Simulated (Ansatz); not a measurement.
The relaxed structure here is a generated cell of TiC: the first start was made by placing the elements on the sites of a structure type, and the end was not matched to a known phase here, so it may be hypothetical. Known forms of TiC include space group No. 225.

A relaxed cell of TiC (P4/mmm (No. 123)), relaxed on a k-mesh at least as fine as the one used below. All values below come from r2SCAN (plane waves to 500 eV, PAW, scalar-relativistic; Ansatz, a program for electronic structure). Γ-centred k-mesh 12×12×6 on the run's cell (coarser than for final values), Fermi–Dirac smearing 0.05 eV.

```yaml
crystal:
  lattice:
    - [2.58756, 0.00000, 0.00000]
    - [0.00000, 2.58756, 0.00000]
    - [0.00000, 0.00000, 5.86813]
  atoms:
    - { symbol: C, position: [0.50000, 0.50000, 0.25000] }
    - { symbol: C, position: [0.50000, 0.50000, 0.75000] }
    - { symbol: Ti, position: [0.00000, 0.00000, 0.00000] }
    - { symbol: Ti, position: [0.00000, 0.00000, 0.50000] }
```

The atoms are displaced along an unstable phonon of this cell by (Å):

| atom | ux | uy | uz |
|---|---|---|---|
| C1 | 0.000 | 0.000 | 0.000 |
| C2 | 0.000 | 0.000 | 0.000 |
| Ti3 | 0.000 | -0.150 | 0.000 |
| Ti4 | 0.000 | 0.150 | 0.000 |

**Question.** What forces (eV/Å) and pressure result?

**Answer.** 
```json
[
 {"atom": "C1", "Fx": "0.00", "Fy": "0.00", "Fz": "0.00"},
 {"atom": "C2", "Fx": "0.00", "Fy": "0.00", "Fz": "0.00"},
 {"atom": "Ti3", "Fx": "0.00", "Fy": "-0.78", "Fz": "0.00"},
 {"atom": "Ti4", "Fx": "0.00", "Fy": "0.78", "Fz": "0.00"}
]
```

Pressure +0.8 GPa.

**Question.** Estimate the energy cost of the displacement in the harmonic approximation and compare with the calculation.

**Answer.** For a harmonic well ΔE = −½ Σ F·u = -0.118 eV a cell, or -29 meV/atom. The calculated energy relative to the undisplaced cell is -0.04 eV/atom, so the harmonic estimate holds well.

The undisplaced cell is probably no minimum: from this displacement the run went on to Pmma (No. 51), 0.39 eV/atom below it.

No spin polarisation in the result.
